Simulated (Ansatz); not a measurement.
SnO2:
```xyz
6
Lattice="4.8275 0.0000 0.0000 0.0000 4.8275 0.0000 0.0000 0.0000 3.2382" Properties=species:S:1:pos:R:3 pbc="T T T"
Sn     2.4137     2.4137     1.6191
Sn     0.0000     0.0000     0.0000
O      0.9338     3.8937     1.6191
O      3.8937     0.9338     1.6191
O      3.3475     3.3475     0.0000
O      1.4800     1.4800     0.0000
```

Relaxed with PBE. PBE (plane waves, PAW; program Ansatz) gives a gap of 0.68 eV.

Q: What gap does HSE06 give on the same cell (Ansatz, PAW)?

A: 2.38 eV, 1.70 eV more. The hybrid was solved on a coarser mesh and at special points; its gap is the smallest among all of these.

```csv
k,v1 PBE,c1 PBE,v1 HSE06,c1 HSE06
Γ,0.00,0.68,0.00,2.38
Z,-1.18,5.60,-1.27,7.70
M,-0.85,4.28,[?],[?]
A,-0.78,4.36,[?],[?]
R,-0.74,5.86,[?],[?]
X,-0.60,3.89,[?],[?]
```

Q: Top valence (v1) and lowest conduction level (c1) in eV from each method's valence maximum (which need not be a listed point): supply the withheld HSE06 values.

A: 
- R, v1 HSE06: -0.54
- R, c1 HSE06: 7.97
- A, v1 HSE06: -0.85
- A, c1 HSE06: 6.29
- X, v1 HSE06: -0.56
- X, c1 HSE06: 5.73
- M, v1 HSE06: -0.92
- M, c1 HSE06: 6.21

Cost on shared cores: the PBE run (SCF on a 6×6×9 mesh, then bands and DOS) about 25 core-seconds (a rough figure), the HSE06 run (SCF on 4×4×5, then a few points) about 2.5 core-minutes (a rough figure); the tasks are unlike.

Space group P4_2/mnm (rutile). The PBE relaxation kept the symmetry of its start; phonons on a q-mesh show no instability. Scalar-relativistic: spin–orbit coupling is off unless named, which matters more the heavier the elements.

Potentials: the later of the program's two PAW sets.
